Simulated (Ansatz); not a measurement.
The cell below belongs to a search over invented structures; it isn't taken from experiment.

Input and command of a plane-wave DFT calculation in Ansatz:

```yaml
crystal:
  lattice:
    - [4.5905420373, 0.0, 0.0]
    - [-2.2952710186, 3.9755260214, 0.0]
    - [0.0, 0.0, 5.1619747605]
  atoms:
    - { symbol: Be, position: [0.5, 0.0, 0.5] }
    - { symbol: Be, position: [0.0, 0.5, 0.5] }
    - { symbol: Be, position: [0.5, 0.5, 0.5] }
    - { symbol: Os, position: [0.0, 0.0, 0.5] }
    - { symbol: C, position: [0.0, 0.0, 0.1266001547] }
    - { symbol: C, position: [0.0, 0.0, 0.8733998453] }
basis:
  ecutwfc: 420
kpoints:
  mp_grid: { grid: [12, 12, 8] }
hamiltonian:
  xc: pbe
scf:
  occupations: { method: gaussian, width: 0.1 }
output:
  forces: true
  stress: true
  eigenvalues: true
  write_density: true
  write_potential: true
  elf: true
  volumetric_format: npy
relax:
  adjacent_minimum: "off"
  f_tol: 0.01
  max_steps: 80
  cell: { stress_tol: 0.05 }
```

```bash
ansatz run input.yaml --threads 1 --pin off --max-ram 2560MiB --backend cpu --events-out ev --progress --plain --runs-dir out
```

Processor: Arm Neoverse N1, 1 thread, on a host shared with other jobs.

Task: Estimate time, memory and problem size.

Result: About 100 s, peak memory 0.47 GiB. It solves 21 bands at 95 k points (after reduction by symmetry) with about 1847 plane waves (on the last cell), in 21 SCF iterations over 4 ionic steps.
